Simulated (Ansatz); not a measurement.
W (Im-3m), random displacements

All numbers below come from DFT PBEsol, scalar-relativistic, plane waves, PAW in Ansatz 0.2.0. The runs took a 420 eV cutoff, a Γ-centred 10×10×10 mesh and Gaussian smearing (0.15 eV). Spin–orbit coupling is left out, which can shift energies with elements as heavy as these. No spin polarisation. Energies are free energies at this smearing, counted from the undisturbed cell; pressure is positive in compression.

The starting cell (as given, not relaxed at this level):

```xyz
8
Lattice="3.1946 3.1946 -3.1946 -3.1946 -3.1946 -3.1946 -3.1946 3.1946 3.1946" Properties=species:S:1:pos:R:3 pbc="T T T"
W    -1.5973   -1.5973   -1.5973
W     0.0000    0.0000   -3.1946
W    -3.1946    0.0000    0.0000
W    -1.5973    1.5973   -1.5973
W     0.0000    0.0000    0.0000
W     1.5973    1.5973   -1.5973
W    -1.5973    1.5973    1.5973
W     0.0000    3.1946    0.0000
```

The atoms are displaced (Å, in the unstrained cell):

| atom | ux | uy | uz |
| --- | --- | --- | --- |
| W1 | 0.085 | 0.234 | 0.004 |
| W2 | -0.050 | 0.049 | 0.187 |
| W3 | 0.092 | -0.455 | -0.155 |
| W4 | -0.273 | 0.077 | -0.200 |
| W5 | -0.245 | 0.054 | 0.011 |
| W6 | 0.349 | 0.169 | 0.127 |
| W7 | 0.002 | -0.123 | -0.180 |
| W8 | 0.041 | -0.005 | 0.207 |

The cell is not strained.

(1) What are the energy change, the stress and the forces?

Results:

(1) ΔE = 743.7 meV/atom; stress (xx, yy, zz, yz, xz, xy; compression positive) (16.69, 11.01, 11.31, 1.75, -3.29, -1.95) GPa.
```csv
atom,Fx (eV/Å),Fy,Fz
W1,0.73,-5.88,-1.93
W2,2.40,0.96,-1.40
W3,-3.01,3.90,3.76
W4,3.79,1.31,2.71
W5,4.14,0.63,-1.89
W6,-4.15,-1.85,0.92
W7,-2.01,1.84,2.50
W8,-1.89,-0.92,-4.66
```

Cost: 1 run of about 9.8 core-minutes, on Arm Neoverse V1 (shared hosts).